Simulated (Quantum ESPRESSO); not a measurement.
Computed NMR tensors in RbCl

```yaml
crystal:
  lattice:
    - [0.00000, 3.28950, 3.28950]
    - [3.28950, 0.00000, 3.28950]
    - [3.28950, 3.28950, 0.00000]
  atoms:
    - { symbol: Rb, position: [0.00000, 0.00000, 0.00000] }
    - { symbol: Cl, position: [0.50000, 0.50000, 0.50000] }
```
The cell was made here from an entry of the Crystallography Open Database (unchecked): atoms relaxed with PBE in the measured cell (PBE without dispersion, pw.x of a modified build of Quantum ESPRESSO, symmetry kept).  Stability against distortions was not tested.

Computed: shieldings by PBE GIPAW on JTH datasets (Quantum ESPRESSO), 25 Ha, k-mesh 4×4×4 shifted, f-sum rule met within 0.003 %.

```tsv
site	site symmetry	σ_iso (ppm)
Rb (atom 1)	m-3m	3023
Cl (atom 2)	m-3m	874
```

Shieldings are absolute and leave out the bulk-susceptibility term; a larger σ means a smaller chemical shift. By our sweeps, such settings leave a few ppm in absolute σ on light atoms and up to some 20 ppm from Zn on. No spin–orbit coupling; Rb is the heaviest element present. No d partial waves on Cl: the paramagnetic term there is incompletely reconstructed.
